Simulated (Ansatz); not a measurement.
All numbers below come from Ansatz, DFT PBE, scalar-relativistic, plane waves, PAW. All cells share a 420 eV cutoff and Γ-centred k meshes spaced at most about 0.3 Å⁻¹ (about 0.25 or finer for metals, 2π included). No spin polarisation in the final relaxations.

All energies are static (0 K, no zero-point motion).

Two relaxed structures of LaO2F2:

1.

```yaml
crystal:
  lattice:
    - [1.97395, -6.77023, 0.00000]
    - [1.97395, 6.77023, 0.00000]
    - [0.00000, 0.00000, 3.93032]
  atoms:
    - { symbol: La, position: [0.00000, 0.00000, 0.00000] }
    - { symbol: O, position: [0.55143, 0.44857, 0.50000] }
    - { symbol: O, position: [0.44857, 0.55143, 0.50000] }
    - { symbol: F, position: [0.84601, 0.15399, 0.00000] }
    - { symbol: F, position: [0.15399, 0.84601, 0.00000] }
```

2.

```yaml
crystal:
  lattice:
    - [5.84119, 0.00000, 0.00000]
    - [0.00000, 5.84119, 0.00000]
    - [0.00000, 0.00000, 3.77297]
  atoms:
    - { symbol: La, position: [0.00000, 0.00000, 0.00000] }
    - { symbol: La, position: [0.50000, 0.50000, 0.00000] }
    - { symbol: O, position: [0.42111, 0.92111, 0.00000] }
    - { symbol: O, position: [0.07889, 0.42111, 0.00000] }
    - { symbol: O, position: [0.57889, 0.07889, 0.00000] }
    - { symbol: O, position: [0.92111, 0.57889, 0.00000] }
    - { symbol: F, position: [0.22866, 0.72866, 0.50000] }
    - { symbol: F, position: [0.27134, 0.22866, 0.50000] }
    - { symbol: F, position: [0.77134, 0.27134, 0.50000] }
    - { symbol: F, position: [0.72866, 0.77134, 0.50000] }
```

Question: Which is lower in energy, and by how much?

Answer: Cell 2 is lower, by 290 meV/atom. Cell 1 has space group Cmmm (No. 65), 21.0 Å³/atom and no gap on its mesh; cell 2 has space group P4/mbm (No. 127), 12.9 Å³/atom and no gap. Counting F or O atoms around La (for each partner element, those within 1.25 times its shortest distance or 1.15 times the sum of covalent radii, where it is the nearest in units of that sum or under 1.3; a plus sign parts groups by distance over the sum of covalent radii), cell 1 has La 2+8 and cell 2 has La 4+8. Cell 1 and cell 2 both hold O–O pairs. In cell 1, La has 2 F at 2.09 Å and 8 O at 2.87 Å; O has 1 O at 1.39 Å and 4 La at 2.87 Å; around F lies 1 La at 2.09 Å. In cell 2, La has 4 O at 2.50 Å and 8 F at 2.80 Å; O is surrounded by 1 O at 1.30 Å, 2 F at 2.47 Å, 2 La at 2.50 Å and 4 F at 2.75 Å; F has 2 O at 2.47 Å, 4 O at 2.75 Å, 4 La at 2.80 Å and 4 F at 2.93 Å. Both come from invented guesses. A third cell relaxed alike, in P-6m2, lies 278 meV/atom below the lower of the two.

No dispersion correction is applied, so the spacing and binding between layers, chains or molecules are poorly described (Cmmm), and this can change margins and order among such cells. In Cmmm an odd number of electrons in the primitive cell allows no gap without spin; a larger cell or a magnetic state could open one. A magnetic state wasn't ruled out in cells without spin, among them Cmmm, P4/mbm. Cells relaxed within their symmetry can be saddle points.
